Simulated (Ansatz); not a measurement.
LiAg$_{3}$:
```
CELL_PARAMETERS angstrom
     -2.01738     2.01738     4.06832
      2.01738    -2.01738     4.06832
      2.01738     2.01738    -4.06832
ATOMIC_POSITIONS crystal
  Li 0.00000 0.00000 0.00000
  Ag 0.75000 0.25000 0.50000
  Ag 0.25000 0.75000 0.50000
  Ag 0.50000 0.50000 0.00000
```

Relaxed with r²SCAN. Special points in fractions of this cell's reciprocal vectors: Γ (0.000, 0.000, 0.000); X (0.000, 0.000, 0.500); P (0.250, 0.250, 0.250); N (0.000, 0.500, 0.000); M (0.500, 0.500, -0.500); S (0.311, 0.689, -0.311); S0 (-0.311, 0.311, 0.311); R (-0.123, 0.123, 0.500); G (0.500, 0.500, -0.123).

**Question.** List the band energies nearest the Fermi level at these points for DFT-r²SCAN in the program Ansatz with PAW potentials.

**Answer.** In eV from the Fermi level; about four levels below and three above (degenerate sets whole), none deeper than 8.9 eV; points with the same levels are listed once.

| k | below | above |
|---|---|---|
| Γ | -3.71 -3.71 -3.65 -3.01 | 1.70 5.59 5.59 |
| X | -1.20 -0.47 -0.28 -0.26 | 3.07 4.93 8.49 |
| P | -1.37 -0.40 -0.40 -0.12 | 4.96 4.96 5.20 |
| N | -4.05 -3.46 -3.15 -2.60 | 2.25 2.62 6.41 |
| M | -3.46 -3.46 -3.40 -3.32 -3.01 | 1.85 1.85 6.33 |
| S | -3.49 -2.54 -2.26 -1.31 | 4.38 7.25 7.70 |
| R | -1.43 -1.41 -0.30 -0.15 | 4.91 5.92 8.83 |

Space group I4/mmm. The workflow started from a Materials Project entry (that database holds measured and hypothetical structures alike); the Crystallography Open Database copy checked does not list it. With Li and Ag taken as one species the cell has the higher symmetry Fm-3m, so it may be an ordered model of a mixed-site phase. Whether it is the stable phase at ambient conditions was not checked. The cell was relaxed with r²SCAN under the symmetry of its start; its stability against distortions is not shown here. No spin polarisation was allowed. Spin–orbit coupling is left out wherever it is not named.

Potentials: the later of the program's two PAW sets.
